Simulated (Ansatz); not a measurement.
# Relaxing Sb2Mo in the MoS2 1H type

First guess:

```
CELL_PARAMETERS angstrom
3.70467 0.00000 0.00000
-1.85234 3.20834 0.00000
0.00000 0.00000 7.22411
ATOMIC_POSITIONS crystal
Mo 0.00000 0.00000 0.00000
Sb 0.33333 0.66667 0.25000
Sb 0.33333 0.66667 0.75000
```

The calculation used DFT, r2SCAN, PAW with Ansatz's default frozen-core files, scalar-relativistic in Ansatz 0.2.0.

Cell and atoms relax within the symmetry of the start on a 13×13×6 k mesh with 0.05 eV Fermi–Dirac smearing.

The start is built from a prototype, known or not as a phase of this compound; the cutoff is 500 eV.

Spin–orbit coupling is left out, though it moves levels of the heavy atoms by tenths of an eV or more.

What is the pressure of the first guess?

-7.52 GPa.

What does it relax to?

a = 3.716 Å, b = 3.716 Å, c = 6.144 Å, α = 90.00°, β = 90.00°, γ = 120.00° (conventional cell), 24.50 Å³ per atom:
Space group P-6m2 (No. 187). a = 3.716 Å, b = 3.716 Å, c = 6.144 Å, α = 90.00°, β = 90.00°, γ = 120.00°
```csv
atom,site,symmetry,x,y,z
Mo,1a,-6m2,0.0000,0.0000,0.0000
Sb,2h,3m.,0.3333,0.6667,0.2690
```

How much energy does the relaxation release?

221 meV/atom.
